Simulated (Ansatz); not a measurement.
Input and command of a plane-wave DFT calculation in Ansatz:

```yaml
crystal:
  lattice:
    - [-2.7603672915, 0.0, 0.0]
    - [0.0, 0.0, -5.5198685152]
    - [0.0, -5.520734583, 0.0]
  atoms:
    - { symbol: Rh, position: [0.5, 0.75, 0.75] }
    - { symbol: Rh, position: [0.5, 0.25, 0.75] }
    - { symbol: Rh, position: [0.5, 0.75, 0.25] }
    - { symbol: Rh, position: [0.5, 0.25, 0.25] }
    - { symbol: O, position: [0.0, 0.0, 0.0] }
    - { symbol: O, position: [0.0, 0.5, 0.0] }
    - { symbol: O, position: [0.0, 0.0, 0.5] }
    - { symbol: O, position: [0.0, 0.5, 0.5] }
basis:
  ecutwfc: 420
kpoints:
  mp_grid: { grid: [8, 4, 4] }
hamiltonian:
  xc: pbe
scf:
  occupations: { method: gaussian, width: 0.1 }
output:
  forces: true
  stress: true
  eigenvalues: true
```

```bash
ansatz run input.yaml --threads 1 --pin off --max-ram 2560MiB --backend cpu --events-out ev --progress --plain --runs-dir out
```

Processor: Intel(R) Xeon(R) 6975P-C (Granite Rapids), 1 thread, on a host shared with other jobs.

Question: Estimate time, memory and problem size.

Answer: About 4.3 s on 1 thread of Intel(R) Xeon(R) 6975P-C (Granite Rapids), on a shared host, peak memory 0.48 GiB. It solves 56 bands at 45 k points (the mesh reduced by the symmetry that the task leaves, which can be less than the crystal's) with about 1661 plane waves, in 6 SCF iterations.
